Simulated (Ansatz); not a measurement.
K5Te3: the gap from level to level

A database entry relaxed whole under r2SCAN at zero pressure (I4/m, No. 87):

```yaml
crystal:
  lattice:
    - [-6.86806, 6.86806, 3.23376]
    - [6.86806, -6.86806, 3.23376]
    - [6.86806, 6.86806, -3.23376]
  atoms:
    - { symbol: K, position: [0.71859, 0.58820, 0.30680] }
    - { symbol: K, position: [0.58820, 0.28141, 0.86961] }
    - { symbol: K, position: [0.28141, 0.41180, 0.69320] }
    - { symbol: K, position: [0.41180, 0.71859, 0.13039] }
    - { symbol: K, position: [0.09108, 0.22479, 0.31587] }
    - { symbol: K, position: [0.22479, 0.90892, 0.13371] }
    - { symbol: K, position: [0.90892, 0.77521, 0.68413] }
    - { symbol: K, position: [0.77521, 0.09108, 0.86629] }
    - { symbol: K, position: [0.75000, 0.25000, 0.50000] }
    - { symbol: K, position: [0.25000, 0.75000, 0.50000] }
    - { symbol: Te, position: [0.21661, 0.21661, 0.00000] }
    - { symbol: Te, position: [0.78339, 0.78339, 0.00000] }
    - { symbol: Te, position: [0.34480, 0.15601, 0.50082] }
    - { symbol: Te, position: [0.15601, 0.65520, 0.81121] }
    - { symbol: Te, position: [0.65520, 0.84399, 0.49918] }
    - { symbol: Te, position: [0.84399, 0.34480, 0.18879] }
```

Its volume is 38.13 Å³ an atom, +1.5 % against the entry's 37.56, a cell as deposited in COD (1990).

Single points on this cell with plane-wave PAW DFT (Ansatz 0.2.0; r2SCAN 500 eV, hybrids 420 eV; fermi-dirac occupations of width 0.020 eV; no moments): r2SCAN on a 4×4×4 Γ-centred mesh; r2SCAN with spin-orbit coupling on a 2×2×2 Γ-centred mesh; HSE06 on a 2×2×2 Γ-centred mesh; PBE0 on a 2×2×2 Γ-centred mesh.

Question: How do gap, pressure and charges move from level to level?

Answer: The runs give:

```json
{"level": "r2SCAN", "gap (eV), or kind": "0.52", "pressure (GPa)": "0.0", "Bader charge of K (e)": "+0.78", "Bader charge of Te (e)": "-1.30"}
{"level": "r2SCAN with spin-orbit coupling", "gap (eV), or kind": "0.46", "pressure (GPa)": "0.1", "Bader charge of K (e)": "+0.78", "Bader charge of Te (e)": "-1.30"}
{"level": "HSE06", "gap (eV), or kind": "its mesh misses the band edges", "pressure (GPa)": "0.2", "Bader charge of K (e)": "+0.78", "Bader charge of Te (e)": "-1.29"}
{"level": "PBE0", "gap (eV), or kind": "its mesh misses the band edges", "pressure (GPa)": "0.2", "Bader charge of K (e)": "+0.78", "Bader charge of Te (e)": "-1.29"}
```

Under r2SCAN the gap is 0.52 eV, over mesh and band path. Spin-orbit coupling moves the r2SCAN gap by -0.06 eV.

Caveats: the relaxation kept the start's symmetry; hybrid pressures are good to a few tenths of a GPa; pressure is positive in compression.
